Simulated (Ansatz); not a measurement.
TeO$_{2}$:
```xyz
12
Lattice="4.8447 0.0000 0.0000 0.0000 4.8447 0.0000 0.0000 0.0000 7.7033" Properties=species:S:1:pos:R:3 pbc="T T T"
Te     4.6998     4.6998     3.8516
Te     2.5673     2.2774     5.7775
Te     0.1450     0.1450     0.0000
Te     2.2774     2.5673     1.9258
O      3.5754     4.1720     2.4341
O      3.0952     1.1530     4.3599
O      1.2693     0.6728     6.2857
O      1.7496     3.6917     0.5083
O      1.1530     3.0952     3.3434
O      0.6728     1.2693     1.4176
O      3.6917     1.7496     7.1950
O      4.1720     3.5754     5.2692
```

DFT-r²SCAN in the program Ansatz with PAW potentials gives a gap of 3.43 eV without spin–orbit coupling, maximum on the Γ–X line, 69 % of the way from Γ, minimum on the M–Γ line, 50 % of the way from M.

Q: What happens when spin–orbit coupling is switched on?

A: The gap shrinks by 0.09 eV, to 3.34 eV; maximum on the Γ–X line, 68 % of the way from Γ, minimum off the standard path, at k = (0.240, 0.240, -0.062).

Space group P4_12_12. The first step of the workflow began from a Materials Project structure, measured or hypothetical; the Crystallography Open Database files this formula in space group No. 92, but the cells were not matched. Whether it is the stable phase at ambient conditions was not checked. The cell was relaxed with r²SCAN under the symmetry of its start; its stability against distortions is not shown here.

Potentials: the later of the program's two PAW sets.
